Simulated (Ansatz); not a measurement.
ZnInGaO4 (InGaZnO4 type, space group R3m)

```
CELL_PARAMETERS angstrom
      1.65738     0.95689     8.58370
     -1.65738     0.95689     8.58370
      0.00000    -1.91377     8.58370
ATOMIC_POSITIONS crystal
  In 0.99705 0.99705 0.99705
  Ga 0.21287 0.21287 0.21287
  Zn 0.78131 0.78131 0.78131
  O  0.13627 0.13627 0.13627
  O  0.87883 0.87883 0.87883
  O  0.28876 0.28876 0.28876
  O  0.70491 0.70491 0.70491
```

The volume is varied about the relaxed value V₀ at fixed cell shape. The atoms relax within the cell's symmetry.

These are PBEsol (plane waves to 420 eV, PAW, scalar-relativistic; Ansatz, a first-principles code) values and carry that method's errors. k mesh 12×12×12 (Γ-centred), Fermi-Dirac smearing 0.05 eV. Stress and pressure are positive under compression. ZnInGaO4 was relaxed with its symmetry unable to fall.

At one point of the scan the stress tensor (GPa) is:

```
   -4.0      0.0      0.0
    0.0     -4.0      0.0
    0.0      0.0     -4.0
```

Task: Which point is it?
A) V/V₀ = 1.075
B) V/V₀ = 1.100
C) V/V₀ = 1.050
D) V/V₀ = 1.025

Result: D, V/V₀ = 1.025

(A scan under strain: stresses follow from slopes of the energy per volume, elastic moduli from its curvatures.)
